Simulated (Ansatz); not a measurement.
Ga$_{2}$O$_{3}$ (beta-Ga2O3 type, space group C2/m)

Space group C2/m (No. 12); a = 12.2557 Å, b = 3.0391 Å, c = 5.8084 Å, α = γ = 90.00°, β = 103.81°

```tsv
atom	site	symmetry	x	y	z
Ga	4i	m	0.0905	0.0000	0.7948
Ga	4i	m	0.1587	0.5000	0.3145
O	4i	m	0.1642	0.0000	0.1092
O	4i	m	0.1733	0.0000	0.5635
O	4i	m	0.4963	0.0000	0.2562
```
(The calculation used a cell of 10 atoms; values per cell refer to that cell.)

Equation-of-state scan: isotropic scaling of the cell above, V₀ being its volume. The atoms relax within the cell's symmetry.

Method: r2SCAN (plane waves to 500 eV, PAW, scalar-relativistic; Ansatz, an electronic-structure program). k mesh 11×11×6 (Γ-centred), Fermi-Dirac smearing 0.05 eV. The energy includes the smearing's −TS. Stress and pressure are positive under compression. Ga2O3 was relaxed with its symmetry unable to fall. The zero of ΔE is the relaxed starting cell.

Task: Give the computed ΔE (kJ/mol of atoms) and P (GPa) at V/V₀ = 0.940, 0.955, 0.985, 1.015, 1.045, 1.060.

Result: 
| V/V₀ | ΔE (kJ/mol of atoms) | P (GPa) |
|---|---|---|
| 0.940 | 2.31 | 12.8 |
| 0.955 | 1.27 | 9.2 |
| 0.985 | 0.13 | 2.9 |
| 1.015 | 0.13 | -2.7 |
| 1.045 | 1.09 | -7.4 |
| 1.060 | 1.90 | -9.5 |

(A scan under strain: stresses follow from slopes of the energy per volume, elastic moduli from its curvatures.)
